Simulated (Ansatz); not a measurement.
# All-electron card of P

```
CELL_PARAMETERS angstrom
1.64774 -5.46504 0.00000
1.64774 5.46504 0.00000
0.00000 0.00000 4.54364
ATOMIC_POSITIONS crystal
P 0.40414 0.59586 0.91118
P 0.59586 0.40414 0.08882
P 0.09586 0.90414 0.41118
P 0.90414 0.09586 0.58882
```

Atoms are numbered in the order listed.

The cell is the one relaxed in the Materials Project (mp-157), not relaxed further here; entries there can be hypothetical.

All numbers below come from Ansatz 0.2.0, DFT, LDA, all-electron LAPW, scalar-relativistic.

Numerical set-up: a Γ-centred 13×13×9 k mesh, Fermi–Dirac smearing of 0.03 eV, basis error target 1 meV/atom, no spin polarisation.

```
Pressure at this cell                             : -20.6 kbar
Band gap                                          : none at this level of theory (metallic, semimetallic, or a small gap that the functional closes)
Stress xx, yy, zz (compression positive)          : -2.74, -1.51, -1.93 GPa
Largest force                                     : 0.197 eV/Å on P1
Density of states at the Fermi level (0.2 eV bin) : 0.01 states/eV per cell
Volume per atom                                   : 20.46 Å³
```
